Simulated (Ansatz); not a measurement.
NbRu:
```xyz
2
Lattice="1.6066 -2.2626 0.0000 1.6066 2.2626 0.0000 0.0000 0.0000 4.1616" Properties=species:S:1:pos:R:3 pbc="T T T"
Nb     0.0000     0.0000     0.0000
Ru     1.6066     0.0000     2.0808
```

This is the LDA-relaxed structure.

Problem. All from the program Ansatz at the LDA level (PAW), unless another level is named. Estimate the density of states at the Fermi level.

Solution. 1.2 states/eV per atom (mean over ±0.08 eV).

Problem. Next, the formation energy from the elements (no fitted shifts)?

Solution. -0.051 eV/atom.

Space group Cmmm. The workflow started from a Materials Project entry (that database holds measured and hypothetical structures alike); the Crystallography Open Database copy checked does not list it. COD files the formula under space group No. 123, 221. With Nb and Ru taken as one species the cell has the higher symmetry I4/mmm, so it may be an ordered model of a mixed-site phase. Whether it is the stable phase at ambient conditions was not checked. The cell keeps a stress of up to 0.2 GPa. The LDA relaxation kept the symmetry of its start; whether a distortion lowers the energy is not shown. The run is not spin-polarised. The references are the lowest solids computed at this level, not always the standard phases. Spin–orbit coupling is left out wherever it is not named.

Potentials: the later of the program's two PAW sets.
